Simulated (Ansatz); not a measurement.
Relaxed Ag (fcc, Cu type):

```
CELL_PARAMETERS angstrom
      4.14918     0.00000     0.00000
      0.00000     4.14918     0.00000
      0.00000     0.00000     4.14918
ATOMIC_POSITIONS crystal
  Ag 0.00000 0.00000 0.00000
  Ag 0.50000 0.50000 0.00000
  Ag 0.50000 0.00000 0.50000
  Ag 0.00000 0.50000 0.50000
```

In each cell atom 1 (Ag, nearest neighbour Ag at 2.934 Å; its periodic images, 4.1 Å or more away, move with it) moves by s·(0.000, 0.000, 1.000) (along Cartesian z), the rest being held.

Method: PBE (plane waves to 420 eV, PAW, scalar-relativistic; Ansatz, a program for electronic structure). k mesh 9×9×9 (Γ-centred), Fermi-Dirac smearing 0.05 eV. E stands for the smeared free energy. With partly filled bands, energies and forces of such displacements shift with the k mesh and the smearing. On this mesh the relaxed cell isn't quite at rest: it carries a pressure of -0.1 GPa (compression positive) at the zero of the scan. Ag was relaxed with its symmetry unable to fall. The PAW data are Ansatz's earlier set. ΔE is measured from the undisplaced structure. The last digit holds for this mesh only.

```
s (Å)   ΔE (meV/cell)
------  -------------
-0.880         2334.4
-0.704         1384.1
-0.528          721.9
-0.352          300.9
-0.176           72.0
0.000             0.0
0.176            72.0
0.352           300.9
0.528           721.9
0.704          1384.1
0.880          2334.4
```

What force constant k = d²E/ds² at s = 0 does the table give?

4.6 eV/Å². It is the second difference of the nearest points, corrected with the next pair.

With k = 4.59 eV/Å² from the forces, is the well harmonic out to s = 0.880 Å?

½ks² = 1776 meV/cell against the computed 2334 meV/cell, so the well is stiffer than harmonic there.

(A displaced cell: forces are minus the slopes of the energy, force constants its curvatures, and phonons follow from these.)
